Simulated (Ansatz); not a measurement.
## Structures of Na₂Bi: which is lowest?

Plane-wave DFT in Ansatz with scalar-relativistic PAW potentials, cutoff 420 eV, Γ-centred meshes chosen by cell and gap, Gaussian smearing with energies taken to zero width. Every cell was relaxed (cell and atoms) in a run of its own, within the symmetry of its start. Functional: PBE.

Relaxed structures (starts from databases or built by putting these elements on another compound's sites):
A. I4/mmm, 3 atoms in the computed cell, a = 4.181 Å, c = 10.091 Å; sites (symmetry × multiplicity) Na 4mm × 4, Bi 4/mmm × 2; start: built
B. P6/mmm, 3 atoms in the computed cell, a = 5.303 Å, c = 3.487 Å; sites (symmetry × multiplicity) Na -6m2 × 2, Bi 6/mmm × 1; start: built
C. P-3m1, 3 atoms in the computed cell, a = 5.333 Å, c = 3.551 Å; sites (symmetry × multiplicity) Na 3m. × 2, Bi -3m. × 1; start: built

Q: Rank them by energy. Could pressure change the order?

A:
| structure | group | E − E(lowest) (meV/atom) | V (Å³/atom) | gap on mesh (eV) |
| --- | --- | --- | --- | --- |
| C | P-3m1 | 0.0 | 29.15 | 0.00 |
| A | I4/mmm | 5.4 | 29.40 | 0.00 |
| B | P6/mmm | 13.9 | 28.31 | 0.00 |

C is lowest, 5 meV/atom under A. The two lowest differ in volume by under 3 %, too little for a first-order estimate of what pressure does to that pair (other pairs aren't weighed here); with rigid cells even 3 % in favour of the higher one would need about 1 GPa. Other structures may lie lower than all of these, and vibrations aren't counted.

Spin-orbit coupling is left out, which matters for the bands of heavy elements. For Tl, Pb and Bi spin-orbit coupling shifts energies too.